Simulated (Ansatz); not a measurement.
# KAg$_{2}$AsN$_{4}$ single point

input.yaml (Ansatz 0.2.0)

```yaml
crystal:
  lattice:
    - [-2.936904, 2.936904, 3.52311]
    - [2.936904, -2.936904, 3.52311]
    - [2.936904, 2.936904, -3.52311]
  atoms:
    - { symbol: Ag, position: [0.25, 0.75, 0.5] }
    - { symbol: Ag, position: [0.75, 0.25, 0.5] }
    - { symbol: As, position: [0.0, 0.0, 0.0] }
    - { symbol: K, position: [0.5, 0.5, 0.0] }
    - { symbol: "N", position: [0.0315, 0.6965, 0.0] }
    - { symbol: "N", position: [0.3035, 0.3035, 0.335] }
    - { symbol: "N", position: [0.6965, 0.0315, 0.0] }
    - { symbol: "N", position: [0.9685, 0.9685, 0.665] }
  symmetry: { tolerance: 0.0003 }
kpoints:
  mp_grid: { grid: [8, 8, 8], shift: [0, 0, 0] }
  band_path:
    path:
      - [0.0, 0.0, 0.0]
      - [0.0, 0.0, 0.5]
      - [0.25, 0.25, 0.25]
      - [0.0, 0.5, 0.0]
      - [0.0, 0.0, 0.0]
      - [0.5, 0.5, -0.5]
      - [0.42372691, 0.57627309, -0.42372691]
      - [-0.42372691, 0.42372691, 0.42372691]
      - [0.0, 0.0, 0.0]
      - [0.0, 0.0, 0.5]
      - [-0.34745383, 0.34745383, 0.5]
    npoints: 6
magnetization:
  spin_polarized: false
scf:
  occupations: { method: cold, width: 0.0501 }
  lower_state_search: "off"
  max_iter: 200
hamiltonian:
  pseudopotentials: { kind: paw }
  xc: pbe
basis:
  ecutwfc: 420
  fft_grid_basis: typed
output:
  forces: true
  stress: true
  eigenvalues: true
  bader: true
  populations: true
  elf: true
  write_potential: true
  volumetric_format: npy
  dos:
    e_range: [-12, 8]
    de: 0.05
    projected: { site_lists: { Ag: [Ag], As: [As], K: [K], "N": ["N"] } }
checkpoint:
  read: saved_state
```

The saved state is an earlier solution for the same cell, perhaps on another mesh. 

Output (shortened):

```
Free energy (F): -23102.6418 eV
Harris-Foulkes:  -23102.6418 eV  (|F-HF|=5.33e-9)
Internal energy: -23102.6427 eV  (E = F + TS)
E sigma→0 (E₀):  -23102.6421 eV
Entropy (-TS):   0.0009 eV (0.107 meV/atom)
Fermi energy:    8.4329 eV
--- Forces (eV/Å), atoms counted from 1 ---
  atom   1  Ag     0.0000     0.0000     0.0000
  atom   2  Ag     0.0000     0.0000     0.0000
  atom   3  As     0.0000     0.0000     0.0000
  atom   4  K      0.0000     0.0000     0.0000
  atom   5  N     -2.6413     2.6413    -2.5443
  atom   6  N      2.6413     2.6413     2.5443
  atom   7  N      2.6413    -2.6413    -2.5443
  atom   8  N     -2.6413    -2.6413     2.5443
--- Stress (GPa, compression-positive) ---
        4.6558       0.0000       0.0000
        0.0000       4.6558       0.0000
        0.0000       0.0000       9.2992
  P = ⅓ Tr σ = 6.2036 GPa (62.036 kbar)
--- Löwdin populations: 8 sites ---
  site symbol       q [e]
     0     Ag     18.1493
     1     Ag     18.1493
     2     As     13.3561
     3      K      8.2864
     4      N      5.8896
     5      N      5.8896
     6      N      5.8896
     7      N      5.8896
  spilling = 0.0061 (of n_electrons = 82.0000)
--- Bader charges: 8 sites ---
  site symbol  charge [e]  shift [e]
     0     Ag      0.6698     0.0033
     1     Ag      0.6698     0.0033
     2     As      2.4007     0.0369
     3      K      0.7906     0.0000
     4      N     -1.1327     0.0076
     5      N     -1.1327     0.0076
     6      N     -1.1327     0.0076
     7      N     -1.1327     0.0076
```

Total energies depend on the potentials used, so only differences within one code and one set of settings carry meaning.

Origin: a known structure type with other elements, at an estimated volume, so it need not be a known compound. Caveats: many states at the Fermi level without spin polarisation, so a magnetic state may lie lower; atoms or cell far from equilibrium.
